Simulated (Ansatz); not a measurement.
Input:

BAs (NiAs type, P6_3/mmc), a = 3.263 Å, b = 3.263 Å, c = 5.447 Å, α = 90.00°, β = 90.00°, γ = 120.00°.

This is the PBE-relaxed structure.

### Question
All from DFT-PBE in the program Ansatz with PAW potentials, unless another level is named. Predict the electronic character.

### Answer
metallic (no gap).

### Question
Predict the density of states at the Fermi level.

### Answer
0.31 states/eV per atom (mean over ±0.08 eV).

### Question
Next, the formation energy from the elements (no fitted shifts)?

### Answer
0.97 eV/atom.

### Question
Give the gap with spin–orbit coupling.

### Answer
none (metallic).

The start of the workflow was typed in or built on a structure type; neither database checked (COD, Materials Project) lists it. It is not the phase usual at ambient conditions (space group No. 216). Symmetry was held in the PBE relaxation; whether a distortion lowers the energy is not shown. Its formation energy is positive at this level, so the cell may be metastable or incomplete. The references are the lowest solids computed at this level, not always the standard phases. Scalar-relativistic: spin–orbit coupling is off unless named, which matters more the heavier the elements.

Potentials: the later of the program's two PAW sets.
